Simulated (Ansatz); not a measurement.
Mg$_{2}$Sn (fluorite or antifluorite type, Fm-3m) at seven volumes, plane-wave PAW PBEsol (Ansatz code), scaled uniformly. One row is withheld.

```json
[
 {"V (Å³/atom)": "23.279", "P (GPa)": "5.01"},
 {"V (Å³/atom)": "24.047", "P (GPa)": "3.08"},
 {"V (Å³/atom)": "24.814", "P (GPa)": "1.42"},
 {"V (Å³/atom)": "25.582", "P (GPa)": "0.01"},
 {"V (Å³/atom)": "26.349", "P (GPa)": "-1.20"},
 {"V (Å³/atom)": "27.117", "P (GPa)": "-2.24"},
 {"V (Å³/atom)": "27.884", "P (GPa)": "?"}
]
```

### Question
Fit the shown pressures and predict the withheld one.

### Answer
P = (3/2)B₀(x^(7/2) − x^(5/2))[1 + (3/4)(B′ − 4)(x − 1)] with x = (V₀/V)^(2/3). Least squares on the six rows gives V₀ = 25.588 Å³/atom, B₀ = 43.5 GPa, B′ = 4.16. At V = 27.884, x = 0.9443 and P = -3.13 GPa. The run itself gave -3.12 GPa.

The cell was relaxed with PBEsol under the symmetry of its start. Scalar-relativistic: spin–orbit coupling is off unless named, which matters more the heavier the elements.

Potentials: the later of the program's two PAW sets.
